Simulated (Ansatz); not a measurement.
## What a change of settings does: SiO2 (rutile type)

First run: DFT, PBEsol, PAW with other files of Ansatz's library (core large), scalar-relativistic (Ansatz 0.2.0).

Command: `ansatz run input.yaml --threads 2 --pin off --max-ram 5120MiB --backend cpu --events-out ev --progress --plain --runs-dir out` It took 3.6 s on 2 threads of Intel(R) Xeon(R) Processor @ 2.50GHz (Skylake/Cascade Lake), with other jobs on the host, peak memory 0.35 GiB.

```yaml
crystal:
  lattice:
    - [3.5471775583, 0.0, 0.0]
    - [0.0, 3.5471775583, 0.0]
    - [0.0, 0.0, 2.3222516494]
  atoms:
    - { symbol: Si, position: [0.0, 0.0, 0.0] }
    - { symbol: Si, position: [0.5, 0.5, 0.5] }
    - { symbol: O, position: [0.2982232298, 0.2982232298, 0.0] }
    - { symbol: O, position: [0.7017767702, 0.7017767702, 0.0] }
    - { symbol: O, position: [0.7982232298, 0.2017767702, 0.5] }
    - { symbol: O, position: [0.2017767702, 0.7982232298, 0.5] }
kpoints:
  mp_grid: { grid: [8, 8, 11] }
scf:
  occupations: { method: fermi_dirac, width: 0.05 }
hamiltonian:
  xc: pbesol
  pseudopotentials: { kind: paw, core: large }
output:
  forces: true
  stress: true
  eigenvalues: true
```

The cell comes from a relaxation on PAW files under the same functional, begun from a prototype that needn't be the stable phase.

This run: volume at 0.62 of the series' base cell, core large.

It converges in 6 SCF iterations at a pressure of 385.3 GPa, largest force 0.004 eV/Å, cutoff 420 eV.

The input is then changed:

```diff
   occupations: { method: fermi_dirac, width: 0.05 }
+  algorithm: direct_min
+  lower_state_search: "off"
 hamiltonian:
```

Q: What does the second run give?

A: It converges in 5 SCF iterations at a pressure of 385.3 GPa, largest force 0.004 eV/Å, cutoff 420 eV, free energy 0.0 meV/atom against the first run's. Results part of its log:
```
Warning: of Si the run reads no dataset of the core that `hamiltonian.pseudopotentials.core` asks for: this build lists none beside the file that it uses, or the input names that file
the search or the solves at the SCF's close seem to have found levels that the self-consistency loop had missed (the run counts 1). By its estimate they hold under 1e-12 electrons; where the run keeps them, the occupations were computed again with them
SCF 1 converged in 5 iterations: F = -3478.500535 eV  dr2 = 7.16e-9
  Residual-converged pass: ⟨swp⟩=4.0  Hψ=5339  notcnv=0  max |occ|·‖R‖ = 6.4e-6 eV (tolerance 6.7e-6 eV)  dr2=6.66e-9  dr2_onsite=5.30e-10  max |Δocc| = 0.0e0
  greatest PAW one-centre occupation: 0.901 electrons in one spin orbital (limit 2), on the O atom at site 3 (counted from 0), in its partial waves of l = 0
SCF converged after 5 iterations
Stability not checked: this state was not tested for a lower state beside it, because a direct minimisation reached the state, and no test of it is asked (direct_minimisation; see scf.lower_state_search)
Free energy (F): -3478.500535 eV
Harris-Foulkes:  -3478.500535 eV  (|F-HF|=3.71e-9)
Internal energy: -3478.500535 eV  (E = F + TS)
E sigma→0 (E₀):  -3478.500535 eV
Fermi energy:    23.408067 eV
--- Per-component energies (eV) ---
  E_band       = 280.470407
  E_kinetic    = 909.037608
  E_local      = -893.652382  (includes V_loc(G=0)·N_el)
  E_nonlocal   = 266.401794
  E_hartree    = 337.948918
  E_xc         = -431.635772
  E_vxc        = -507.750411  (∫ρ·V_xc dr)
[... lines left out ...]
  E_closure    = -0.000000  (closes the sum)
  Σ components = -3478.500535   (vs F -3478.500535, Δ=0.00e0)
--- Forces (eV/Å), atoms counted from 1 ---
  atom   1  Si    -0.00000000     0.00000000     0.00000000
  atom   2  Si     0.00000000     0.00000000     0.00000000
  atom   3  O      0.00258032     0.00258032     0.00000000
  atom   4  O     -0.00258032    -0.00258032    -0.00000000
  atom   5  O      0.00258032    -0.00258032     0.00000000
  atom   6  O     -0.00258032     0.00258032     0.00000000
  max |Σ_I F_I| component: 2.60e-18 eV/Å
--- Stress (GPa, compression-positive) ---
      385.239882       0.000000       0.000000
        0.000000     385.239882       0.000000
        0.000000       0.000000     385.507179
  P = ⅓ Tr σ = 385.3290 GPa (3853.290 kbar)
--- Band table (eV; the first three rows and the last of 90) ---
  k-point 0: bands = ["-8.6725", "-2.1361", "-2.1361", "-1.0335", "5.2501", "8.2363", "10.3681", "10.3681", "11.8159", "12.2402", "14.9880", "14.9880", "17.2705", "18.7036", "18.7036", "19.9469", "26.8659", "31.6839", "31.7542", "31.7542", "35.3110", "35.6990"]
  k-point 1: bands = ["-8.4996", "-2.0334", "-2.0334", "-1.0194", "5.3076", "8.4211", "10.4875", "10.4875", "11.3302", "12.0579", "14.4610", "14.4610", "16.8530", "18.5286", "18.5286", "19.6817", "27.8325", "31.6979", "32.4257", "32.4257", "35.4162", "36.0646"]
  k-point 2: bands = ["-7.9878", "-1.7416", "-1.7416", "-1.0551", "5.4493", "8.9708", "10.3727", "10.8264", "10.8264", "11.4963", "13.1874", "13.1874", "15.7918", "18.0112", "18.0112", "18.8844", "30.2792", "31.7250", "34.0362", "34.0362", "36.0007", "36.3942"]
  k-point 89: bands = ["-2.9381", "-2.9381", "-1.3692", "-1.3692", "4.9477", "4.9477", "6.7684", "6.7684", "13.4676", "13.4676", "13.9116", "13.9116", "16.8962", "16.8962", "17.5817", "17.5817", "32.6574", "32.6574", "33.4214", "33.4214", "33.9806", "33.9806"]
```
